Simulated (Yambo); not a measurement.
# Excitons in RbBH₄

```
RbBH4
1.0
    0.00000     3.45324     3.45324
    3.45324     0.00000     3.45324
    3.45324     3.45324     0.00000
H B Rb
4 1 1
Direct
  0.39758   0.80726   0.39758
  0.39758   0.39758   0.80726
  0.39758   0.39758   0.39758
  0.80726   0.39758   0.39758
  0.50000   0.50000   0.50000
  0.00000   0.00000   0.00000
```

The geometry is that of Materials Project entry mp-1219553, symmetrised and not relaxed again.

BSE in Yambo on PBEsol (pw.x of Quantum ESPRESSO, ONCV potentials, with spin-orbit coupling) bands: 6×6×6 mesh, 6 valence and 8 conduction bands, static screening with 76 bands and a 3 Ry block, scissor 3.05 eV, Tamm-Dancoff; field along x.

| state | energy (eV) | states within 2 meV | relative strength | class | main transitions |
|---|---|---|---|---|---|
| 1 | 7.51 | 1 | < 0.01 | dark | several band pairs |
| 2 | 7.52 | 3 | < 0.01 | dark | several band pairs |
| 3 | 7.52 | 5 | < 0.01 | dark | several band pairs |
| 4 | 7.62 | 5 | < 0.01 | weak | several band pairs |
| 5 | 7.63 | 3 | < 0.01 | dark | several band pairs |
| 6 | 7.63 | 1 | < 0.01 | dark | several band pairs |
| 7 | 7.72 | 3 | < 0.01 | dark | several band pairs |
| 8 | 7.84 | 3 | 1.00 | strong | several band pairs |
| 9 | 7.92 | 3 | < 0.01 | dark | several band pairs |
| 10 | 7.98 | 6 | < 0.01 | weak | several band pairs |

These are vertical excitations (zero momentum); the indirect quasiparticle gap, about 8.94 eV, is smaller than the direct one (9.05 eV on the GW mesh). The direct quasiparticle gap on this mesh is 9.05 eV; counted from there, state 1 is bound by 1.54 eV. On a 4×4×4 mesh the same difference is 1.64 eV.

Strengths are relative to the strongest of the lowest states of this run; strong means a line over 3 % of the spectrum's maximum, dark under 0.03 %. Absolute energies carry the error of the G0W0 scissor, whose convergence isn't established.

The structure is a Materials Project entry; no match was found in the copy of COD used, and its stability was not checked.
